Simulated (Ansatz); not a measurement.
A relaxed structure of SnSe. Space group Pnma (No. 62), AFLOW prototype AB_oP8_62_c_c (B29, as in SnS). Computed with PBE (plane waves to 420 eV, PAW, scalar-relativistic; Ansatz, a quantum-chemistry and plane-wave program).

Space group Pnma (No. 62); a = 11.7814 Å, b = 4.2018 Å, c = 4.5775 Å, α = 90.00°, β = 90.00°, γ = 90.00°

| atom | site | symmetry | x | y | z |
|---|---|---|---|---|---|
| Sn | 4c | .m. | 0.1211 | 0.2500 | 0.1163 |
| Se | 4c | .m. | 0.3547 | 0.2500 | 0.0225 |

Question: Estimate the band gap that PBE returns for this input.

Answer: 0.70 eV, indirect (valence top at k = (0, 0, 0.4286), conduction bottom at 33 % of the way from Y to Γ) (no spin-orbit coupling).

Question: Predict the smallest direct gap from PBE.

Answer: 0.89 eV at 33 % of the way from Y to Γ.

No spin polarisation in the result.

The run could not lose the symmetry of its start; a randomly shaken copy of 8 atoms returns to this structure.
